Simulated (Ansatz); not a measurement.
Relaxed candidate structures of ZrGe:

A. P-42₁m (No. 113), tP8; a = b = 7.2242 Å, c = 2.9307 Å, α = β = γ = 90.00°; close to P4/nmm at 0.1 Å; Ge 4e (0.250, 0.250, 0.002); Zr 2c (0.000, 0.500, 0.383); Zr 2b (0.500, 0.500, 0.500)

B. P6/mmm (No. 191), hP6; a = 6.330 Å, b = 6.330 Å, c = 4.058 Å, α = 90.00°, β = 90.00°, γ = 120.00°; Zr 3f (0.000, 0.500, 0.000); Ge 1a (0.000, 0.000, 0.000); Ge 2d (0.333, 0.667, 0.500)

C. Pnma (No. 62), oP8; a = 7.101 Å, b = 3.916 Å, c = 5.410 Å, α = 90.00°, β = 90.00°, γ = 90.00°; Zr 4c (0.323, 0.250, 0.369); Ge 4c (0.048, 0.750, 0.347)

D. I4/mmm (No. 139), tI8; a = b = 5.4163 Å, c = 6.2474 Å, α = β = γ = 90.00°; Ge 4e (0.000, 0.000, 0.233); Zr 4d (0.000, 0.500, 0.250)

E. P6₃/mmc (No. 194), hP4; a = b = 4.664 Å, c = 5.369 Å, α = β = 90.00°, γ = 120.00°; Zr 2d (0.667, 0.333, 0.250); Ge 2c (0.333, 0.667, 0.250)

F. Fm-3m (No. 225), cF8, rock salt type; a = b = c = 5.471 Å, α = β = γ = 90.00°; Zr 4a (0.000, 0.000, 0.000); Ge 4b (0.500, 0.500, 0.500)

**Question.** Order them by energy per atom (lowest first) at the level r2SCAN (plane waves to 500 eV, PAW, scalar-relativistic; Ansatz, a program for electronic structure).

**Answer.** C (reference, the lowest among the structures calculated here), F (+0.02 eV/atom), A (+0.32 eV/atom), E (+0.40 eV/atom), B (+0.58 eV/atom), D (+0.79 eV/atom)

1 run with a doubtful electronic state, a coarser numerical grid, an end not at rest or a source that can't be used is left out. Each run could gain symmetry but not lose that of its start, so entries can be saddle points. All of these are generated cells (placed on structure types, drawn at random, substituted or restacked) that were not matched to a known phase here. The real structure of this composition may not be among these, and whether this composition forms is not checked here. Static energies at zero pressure. Each cell has its own k-point mesh; energy differences are given only to the digits this allows. No spin polarisation in the result.
